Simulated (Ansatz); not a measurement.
Al2O3 (corundum)

```
Al2O3
1.0
    2.40439     1.38817     4.37461
   -2.40439     1.38817     4.37461
    0.00000    -2.77635     4.37461
Al O
4 6
Direct
  0.85215   0.85215   0.85215
  0.64785   0.64785   0.64785
  0.14785   0.14785   0.14785
  0.35215   0.35215   0.35215
  0.05618   0.44382   0.75000
  0.75000   0.05618   0.44382
  0.44382   0.75000   0.05618
  0.94382   0.55618   0.25000
  0.25000   0.94382   0.55618
  0.55618   0.25000   0.94382
```

E(V) scan at fixed shape, V₀ the volume above. The atoms relax within the cell's symmetry.

The numbers are results of PBE (plane waves to 420 eV, PAW, scalar-relativistic; Ansatz, an electronic-structure program), not measurements. k mesh 9×9×9 (Γ-centred), Fermi-Dirac smearing 0.05 eV. E stands for the smeared free energy. Stress and pressure are positive under compression. With the shape held, the modulus is that of even scaling; a crystal free to change shape is softer. Al2O3 was relaxed with its symmetry unable to fall. ΔE is measured from the relaxed starting cell.

```tsv
V (Å³/atom)	ΔE (meV/atom)
7.885	75.0
8.060	46.3
8.235	withheld
8.410	10.8
8.585	2.6
8.761	0.0
8.936	2.4
9.111	9.4
9.286	20.5
9.462	35.4
9.637	53.6
```

### Question
Fit a third-order Birch-Murnaghan form (E₀, V₀, B₀, B₀′ free) to the given rows and predict ΔE at V = 8.235.

### Answer
Least squares on the 10 given rows: ΔE = E₀ + (9V₀B₀/16)·y²·[2 + (B₀′ − 4)y], y = (V₀/V)^(2/3) − 1, with V₀ = 8.761 Å³/atom, B₀ = 230.2 GPa (160.2 GPa = 1 eV/Å³; the term in eV is multiplied by 1000), B₀′ = 4.03, E₀ = -0.01 meV/atom; root-mean-square residual 0.02 meV/atom. At 8.235 the fit gives 25.2 meV/atom; the calculation gives 25.2 meV/atom, the same to the digits shown. For the pressure the fit gives 16.1 GPa against the computed 16.1 GPa.

(Under strain, the slope of the energy per volume gives the stress and its curvature an elastic modulus.)
